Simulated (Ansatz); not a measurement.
Mg vacancy in EuMg2Sb2

Computed with the plane-wave PAW code Ansatz (scalar-relativistic, PAW set soft_2): PBEsol, collinear spin, 420 eV cutoff, k-mesh 3×3×3.

The relaxed host crystal (Kohn–Sham gap 0.02 eV on this mesh):

```yaml
crystal:
  lattice:
    - [4.66993, 0.00000, 0.00000]
    - [-2.33496, 4.04428, 0.00000]
    - [0.00000, 0.00000, 7.50380]
  atoms:
    - { symbol: Eu, position: [0.00000, 0.00000, 0.00000] }
    - { symbol: Mg, position: [0.33333, 0.66667, 0.63296] }
    - { symbol: Mg, position: [0.66667, 0.33333, 0.36704] }
    - { symbol: Sb, position: [0.66667, 0.33333, 0.75442] }
    - { symbol: Sb, position: [0.33333, 0.66667, 0.24558] }
```

Supercell of 20 atoms, rows of the matrix [[0,0,1],[2,0,0],[0,2,0]] times the cell vectors; Mg vacancy at (0.333, 0.667, 0.633) in fractions of the cell above. Atoms are relaxed at the host's cell, from a start shaken by 0.03 Å near the defect. The cell loses 1 of its 8 Mg, so this is a heavily defective crystal.

Distances from the empty Mg site (Å), by shell of the perfect crystal:

```csv
shell,perfect crystal,"relaxed, charge 0"
3 Sb,2.85,2.81
1 Sb,2.91,3.08
3 Mg,3.35,3.20
```

| charge | moment of the cell (μB) | gap of the cell on the mesh (eV) |
| --- | --- | --- |
| 0 | 26.22 | 0.00 |

At charge 0 the unpaired electrons sit on atoms with moments (μB): 4 Eu of 6.68.

Formation energy of the neutral defect: 1.60 eV, taking atoms from and to the elements' standard states (no corrections for gases), so it belongs to those chemical potentials alone.

Relaxed cell at charge 0:

```
EuMg2Sb2 V_Mg charge 0
1.0
     0.0000    0.0000    7.5038
     9.3399    0.0000    0.0000
    -4.6699    8.0886    0.0000
Eu Mg Sb
4 7 8
Direct
  0.9939 0.0009 0.0025
  0.9939 0.0009 0.4978
  0.9963 0.4993 0.9994
  0.9939 0.4962 0.4978
  0.6364 0.1752 0.8373
  0.6364 0.6614 0.3235
  0.6364 0.6614 0.8373
  0.3769 0.3246 0.1741
  0.3770 0.3246 0.6500
  0.3770 0.8488 0.1741
  0.3654 0.8327 0.6660
  0.7570 0.3299 0.1688
  0.7570 0.3299 0.6606
  0.7571 0.8381 0.1687
  0.7529 0.8327 0.6660
  0.2222 0.1660 0.3327
  0.2450 0.1687 0.8340
  0.2450 0.6647 0.3300
  0.2450 0.6647 0.8340
```

Caveats: 4f shell without a U, which puts 4f levels too near the Fermi level; open f or d shells may hold a state above the lowest; small supercell, so energies and levels can be off by tenths of an eV; one random start near the defect, so other minima are possible.
